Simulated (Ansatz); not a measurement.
Cu$_{3}$Sb:
```xyz
4
Lattice="4.4793 0.0000 0.0000 -2.2396 3.8792 0.0000 0.0000 0.0000 4.8893" Properties=species:S:1:pos:R:3 pbc="T T T"
Sb     0.0000     0.0000     0.0000
Cu     0.0000     0.0000     2.4447
Cu     0.0000     2.5861     0.0000
Cu     2.2396     1.2931     0.0000
```

Relaxed with r²SCAN.

Q: Map the electron localisation function on the plane through (0.000, 0.000, 0.000) spanned by u = [1, 1, 0] and v = [1, -1, 0] in lattice vectors, from plane-wave PAW r²SCAN (Ansatz code).

A: x is the fraction of u, y of v (the angle between them is 90°; rows are the nearest grid lines); atoms in the plane: Sb at (0.00, 0.00), Sb at (0.50, 0.50), Cu at (0.00, 0.33), Cu at (0.50, 0.83), Cu at (0.00, 0.67), Cu at (0.50, 0.17).
```
|00013455433233455431000|
|00124553211111235542100|
|11234542111111124543211|
|44555421114541112455544|
|44444311127972111344444|
|22223321114541112332222|
|11111222111111122211111|
|86211134332223343111268|
|86211245655555654211268|
|32111255544444555211123|
|11113554310001345531111|
|22345543100000134554322|
|22345543100000134554322|
|11113554310001345531111|
|32111255544444555211123|
|86211245655555654211268|
|86211134332223343111268|
|11111222111111122211111|
|22223321114541112332222|
|44444311127972111344444|
|44555421114541112455544|
|11234542111111124543211|
|00124553211111235542100|
|00013455433233455431000|
```
Scale: ten equal steps from 0.026 (start of '0') to 0.820 (end of '9'), in the order '0123456789'; x runs from 0.000 to 1.00, y from 0.000 (bottom) to 1.00 (top).

The density is the valence pseudo-density with augmentation charge, so density and ELF within about 1 Å of a nucleus are not all-electron values.

Space group P6/mmm. The start of the workflow was typed in or built on a structure type; neither database checked (COD, Materials Project) lists it. Whether it is the stable phase at ambient conditions was not checked. The r²SCAN relaxation kept the symmetry of its start; whether a distortion lowers the energy is not shown. The run is not spin-polarised. Its formation energy is positive at this level, so the cell may be metastable or incomplete. Scalar-relativistic: spin–orbit coupling is off unless named, which matters more the heavier the elements.

Potentials: the earlier of the program's two PAW sets.
